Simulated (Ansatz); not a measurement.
BePd (Pm-3m), phonons: input and output

Computed with PBEsol, PAW on Ansatz 0.2.0's default frozen-core files (fitted under PBE), scalar-relativistic; not a measurement.

The cell comes from a PAW relaxation under the same functional.

Command line:

```sh
ansatz run input.yaml --threads 1 --pin off --max-ram 3072MiB --backend cpu --events-out ev --progress --plain --runs-dir out
```

Input:

```yaml
crystal:
  lattice:
    - [2.79791931708, 0.0, 0.0]
    - [0.0, 2.79791931708, 0.0]
    - [0.0, 0.0, 2.79791931708]
  atoms:
    - { symbol: Be, position: [0.0, 0.0, 0.0] }
    - { symbol: Pd, position: [0.5, 0.5, 0.5] }
kpoints:
  mp_grid: { grid: [14, 14, 14] }
scf:
  occupations: { method: fermi_dirac, width: 0.08 }
hamiltonian:
  xc: pbesol
  pseudopotentials: { kind: paw }
phonons:
  qmesh: [2, 2, 2]
  qpath:
    path:
      - [0.0, 0.0, 0.0]
      - [0.0, 0.5, 0.0]
      - [0.5, 0.5, 0.0]
      - [0.0, 0.0, 0.0]
      - [0.5, 0.5, 0.5]
      - [0.0, 0.5, 0.0]
      - [0.5, 0.5, 0.5]
      - [0.5, 0.5, 0.0]
    npoints: 6
  temperatures: { t_min: 0, t_max: 1000, t_step: 100 }
```

Output:

```
Warning: RAYON_NUM_THREADS=1 ignored (pool sized by the plan → 1); use --threads N
Engine: ansatz 0.2.0, x86_64-unknown-linux-gnu
Pseudopotentials: kind: paw
Pseudopotential: Be, paw, valence charge 2, recommended cutoff 420 eV (normal), Be.paw.azcp
Pseudopotential: Pd, paw, valence charge 18, recommended cutoff 420 eV (normal), Pd.paw.azcp
Functional definition: PBEsol
  exchange = pbesol_x
  correlation = pbesol_c
Crystal: 4 atoms, lattice volume = 43.806 Å³
Basis set: ecut = 420 eV, 865 PW (Γ), FFT grids on a1, a2, a2+a3, exchange–correlation on 40×54×54 points (8 copies of the dense FFT grid, shifted against one another)
Bands: 25, of which v1, the nominal top of the filled ones, is band 20 counted from 1 (19 counted from 0)
Symmetry: 32 space group operations
k-points: 160 of 1372
Non-local potential: Be, projectors of the file, l = 0: 2, l = 1: 2, l = 2: 1
Non-local potential: Pd, projectors of the file, l = 0: 2, l = 1: 2, l = 2: 2, l = 3: 1
PAW form: soft (Blöchl's): semilocal exchange-correlation on the pseudo side does not see the compensation charge
PAW frozen core: Be, regenerated for the run's functional, and the local potential with it (the file was generated under x = pbe(κ = 0.804, μ = 0.2195149727645171), c = pbe(β = 0.06672455060314922))
PAW frozen core: Pd, regenerated for the run's functional, and the local potential with it (the file was generated under x = pbe(κ = 0.804, μ = 0.2195149727645171), c = pbe(β = 0.06672455060314922))
PAW one-centre angular grid: Be, 110 points (default); XC on 64 Gauss nodes
PAW one-centre angular grid: Pd, 590 points (default); XC on 64 Gauss nodes
Initial density: handed on by an earlier stage of this run
Initial wavefunctions: those handed on with the density
Functional: x = pbesol(κ = 0.804, μ = 0.12345679012345678), c = pbesol(β = 0.046)
SCF iter   1: F=—  HF=-13996.510007 eV  |F-HF|=—  |Δ(HF+E_count)|=         —  Δρ=3.61e-7  dr2=3.91e-11  ethr=1.56e-12  ⟨swp⟩=4.2  Hψ=14134  notcnv=0
[... 124 lines left out ...]
  E_aug_tail   = 0.000433  (compensation charges beyond the density's cutoff)
  E_ewald      = -5086.715754
  E_core_change = 0.624111  (= ΣΔE_core)
  E_smearing   = -0.031224  (= −TS)
  E_closure    = -0.000000  (closes the sum)
  Σ components = -13996.510007   (vs F -13996.510007, Δ=0.00e0)
--- Forces (eV/Å), atoms counted from 1 ---
  atom   1  Be    -0.00000000     0.00000000     0.00000000
  atom   2  Pd    -0.00000000     0.00000000     0.00000000
  atom   3  Be    -0.00000000     0.00000000     0.00000000
  atom   4  Pd     0.00000000     0.00000000     0.00000000
  max |Σ_I F_I| component: 1.18e-29 eV/Å
--- Phonons: 6 displaced members + 3 references (amplitude of the first 0.0025 Å, Σ member SCF iterations 44) ---
  ASR residual: 6.426e-4 → 0.000e0 eV/Å²; symmetrization residual: 3.896e-4 eV/Å²
  largest component of a force at the reference: 2.6e-29 eV/Å
  ASR residual per site (eV/Å²): 6.43e-4 4.21e-4
  Γ frequencies (cm⁻¹): 0.00 0.00 0.00 379.95 379.95 379.95
--- Phonons (by wavevector): 4 wavevectors in 3 supercells ---
  supercell 1 (2 cells, vectors [1, 0, 0], [0, 1, -1], [0, 0, 2] in multiples of the cell's): 2 displaced members by 0.0025 Å; free energy -13996.510007 eV; taken off its force constants: by the sum rule 7.5e-4, by the ...
  symmetry images taken by strict's conditions (phonons.symmetry_images: auto; settled by no image being taken that strict refuses)
  supercell 2 (2 cells, vectors [1, 0, 0], [0, 1, 0], [0, 0, 2] in multiples of the cell's): 2 displaced members by 0.0025 Å; free energy -13996.510007 eV; taken off its force constants: by the sum rule 6.8e-4, by the ...
  symmetry images taken by strict's conditions (phonons.symmetry_images: auto; settled by no image being taken that strict refuses)
  supercell 3 (2 cells, vectors [0, 1, -1], [-1, 1, 0], [0, 0, 2] in multiples of the cell's): 2 displaced members by 0.0025 Å; free energy -13996.510007 eV; taken off its force constants: by the sum rule 6.4e-4, by the ...
  symmetry images taken by strict's conditions (phonons.symmetry_images: auto; settled by no image being taken that strict refuses)
  q = [0.0000, 0.0000, 0.0000] (star 1, supercell 1; hermiticity 0.00e0, symmetrization 2.10e-6): -0.00 0.00 0.00 379.95 379.95 379.95
  q = [0.0000, 0.0000, -0.5000] (star 3, supercell 2; hermiticity 1.51e-16, symmetrization 1.55e-16): 108.23 108.23 217.58 419.14 419.14 466.45
  q = [0.0000, -0.5000, -0.5000] (star 3, supercell 1; hermiticity 1.45e-16, symmetrization 6.60e-16): 111.29 158.39 158.39 366.48 375.14 375.14
  q = [-0.5000, -0.5000, -0.5000] (star 1, supercell 3; hermiticity 1.24e-16, symmetrization 9.94e-16): 185.48 185.48 185.48 415.01 415.01 415.01
  joined force constants: q→R imaginary residual 1.40e-17
  density of states and harmonic sums: on the 22×22×22 q-mesh, interpolated from the force constants of a 2×2×2 supercell (no non-analytic term)
  largest difference from the sums on the solved wave vectors: F 5.92e-2 eV, S 9.15e-5 and C_V 3.23e-5 eV/K
```

The run converged.

Zone-centre phonons:

Harmonic phonons of a crystal by Kohn-Sham DFT at the given cell, standard atomic masses, acoustic sum rule imposed; negative wavenumbers are unstable modes; optical zone-centre levels upwards with Mulliken labels, activity, and the element with most of the kinetic energy.

| Item | Value |
| --- | --- |
| Point group | m-3m |

```
number  phonon wavenumber (cm⁻¹)  label  infrared  raman  lead element
     1                       380    T1u       yes     no            Be
```

Harmonic thermodynamics:

Sums over wave vectors interpolated from the q mesh.

| Quantity | Value |
| --- | --- |
| Zero point energy | 50.79 meV/atom |

| temperature (K) | phonon heat capacity (k_B/atom) | phonon entropy (k_B/atom) | phonon free energy (meV/atom) |
| --- | --- | --- | --- |
| 100 | 1.211 | 0.7371 | 48.69 |
| 200 | 2.147 | 1.904 | 37.21 |
| 300 | 2.549 | 2.862 | 16.51 |
| 400 | 2.729 | 3.623 | -11.55 |
| 500 | 2.821 | 4.243 | -45.53 |
| 600 | 2.873 | 4.762 | -84.39 |
| 700 | 2.906 | 5.208 | -127.4 |
| 800 | 2.927 | 5.597 | -174 |
| 900 | 2.942 | 5.943 | -223.7 |
| 1000 | 2.953 | 6.254 | -276.3 |

**Phonons on the q mesh**

One row a degenerate set, branches counted upwards.

```
Unstable phonons : no
```

```tsv
point	q a (r.l.u.)	q b (r.l.u.)	q c (r.l.u.)	branch	phonon wavenumber (cm⁻¹)	degeneracy
Gamma	0	0	0	4	380	3
X	0.5	0	0	1	108.2	2
X	0.5	0	0	3	217.6	1
X	0.5	0	0	4	419.1	2
X	0.5	0	0	6	466.4	1
M	0.5	0.5	0	1	111.3	1
M	0.5	0.5	0	2	158.4	2
M	0.5	0.5	0	4	366.5	1
M	0.5	0.5	0	5	375.1	2
R	0.5	0.5	0.5	1	185.5	3
R	0.5	0.5	0.5	4	415	3
```

Keep in mind: frozen-core PAW files fitted under PBE, their cores solved anew for the functional of the run; responses of metals move with mesh and smearing; activity by symmetry alone, a metal screens infrared modes; coarse q mesh.

Time and hardware: 95 s on 1 thread of Intel(R) Xeon(R) 6975P-C (Granite Rapids) (shared host), peak memory 0.76 GiB.
